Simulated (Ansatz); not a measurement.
The relaxed structure here is a generated cell of Rh: the first start was made by placing the elements on the sites of a structure type, and the end was not matched to a known phase here, so it may be hypothetical. Known forms of Rh include space group No. 225.

A relaxed cell of Rh (I4/mmm (No. 139)), relaxed on a k-mesh at least as fine as the one used below. Level of theory: PBEsol (plane waves to 420 eV, PAW, scalar-relativistic; Ansatz, a program for electronic structure). Γ-centred k-mesh 8×16×14 on the run's cell (coarser than for final values), Fermi–Dirac smearing 0.05 eV.

```
CELL_PARAMETERS angstrom
     -3.23494     3.23494     2.64583
      1.61747    -1.61747     1.32291
      1.61747     1.61747    -1.32291
ATOMIC_POSITIONS crystal
  Rh 0.00000 0.00000 0.00000
  Rh 0.50000 0.00000 0.00000
```

The atoms are displaced by (Å):

```csv
atom,ux,uy,uz
Rh1,0.077,-0.042,-0.014
Rh2,0.012,-0.040,-0.069
```

What forces (eV/Å) and pressure result?


| atom | Fx | Fy | Fz |
|---|---|---|---|
| Rh1 | -0.19 | -0.16 | -0.40 |
| Rh2 | 0.19 | 0.16 | 0.40 |

Pressure +0.5 GPa.

The undisplaced cell is probably no minimum: from this displacement the run went on to Fm-3m (No. 225), 0.24 eV/atom below it.

No spin polarisation in the result.
